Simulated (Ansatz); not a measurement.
NiS: do energies and stresses tell the same story?

The calculation used DFT PBEsol, scalar-relativistic, plane waves, PAW (Ansatz 0.2.0).

Settings: cutoff 420 eV, Γ-centred mesh 12×12×8 on the computed 4-atom cell, Gaussian smearing of 0.10 eV; no spin polarisation.

Relaxed cell: P6_3/mmc, a = 3.405 Å, b = 3.405 Å, c = 5.074 Å, α = 90.00°, β = 90.00°, γ = 120.00°, 4 atoms in the primitive cell. Whether it is the stable form of this composition wasn't checked.

Energies at zero smearing and pressures from the stress tensor, at volumes with shape and atoms relaxed:
```
V (Å³/atom) E − E(first) (meV/atom) P (GPa)
     11.210                     0.00    27.64
     11.592                   -55.09    18.85
     11.975                   -90.95    11.46
     12.357                  -110.61     5.24
     12.739                  -116.63     0.00
     13.121                  -111.16    -4.41
     13.503                   -96.00    -8.13
     14.013                   -63.35   -12.18
```

Q: Check P = −dE/dV between neighbouring volumes, and get the bulk modulus from the pressures alone.

A: With 1 eV/Å³ = 160.2 GPa:
| middle V (Å³/atom) | −ΔE/ΔV (GPa) | mean P (GPa) |
| --- | --- | --- |
| 11.401 | 23.096 | 23.247 |
| 11.783 | 15.033 | 15.159 |
| 12.166 | 8.244 | 8.353 |
| 12.548 | 2.525 | 2.622 |
| 12.930 | -2.295 | -2.206 |
| 13.312 | -6.354 | -6.272 |
| 13.758 | -10.267 | -10.157 |

The two differ by 0.15 GPa at most. The mean of two end pressures misses the average over a step by about ΔV² P″/12, up to 0.12 GPa here; with that taken off 0.03 GPa remains. The stress is the derivative of the free energy, not of the energy at zero smearing, and with free energies 0.00 GPa remains. Around V = 12.739 Å³/atom, the two neighbours give B = −V ΔP/ΔV = 12.739 × 9.66 / 0.764 = 160.9 GPa, against B0 = 160.2 GPa from the Birch–Murnaghan fit of the energies.

A ferromagnetic start lost its moments in a first run, so spin was left out; other magnetic orders weren't tried.